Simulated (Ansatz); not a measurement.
Ga (α-Ga), relaxed and computed with several functionals in Ansatz (plane waves, PAW).

| functional | a (Å) | c (Å) | V (Å³/atom) | B₀ by P(V) fit (GPa) |
|---|---|---|---|---|
| r²SCAN | 4.474 | 4.526 | 19.23 | 62.3 |
| PBE | 4.582 | 4.583 | 20.32 | 48.1 |
| LDA | ___ | ___ | ___ | ___ |
| PBEsol | 4.479 | 4.486 | 19.08 | 59.8 |

Q: Some entries are withheld; supply them.

A: 
- LDA, a (Å): 4.425
- LDA, c (Å): 4.433
- LDA, V (Å³/atom): 18.37
- LDA, B₀ by P(V) fit (GPa): 65.9

All cells were relaxed under the symmetry of their starts (and spin orders); stability against distortions was not tested throughout. Scalar-relativistic: spin–orbit coupling is off unless named, which matters more the heavier the elements.

Potentials: the earlier of the program's two PAW sets. The files were generated under PBE; for other functionals the program regenerates the frozen cores, and for LDA and PBEsol the local potential too.

Ansatz (a first-principles code) is a plane-wave DFT program.
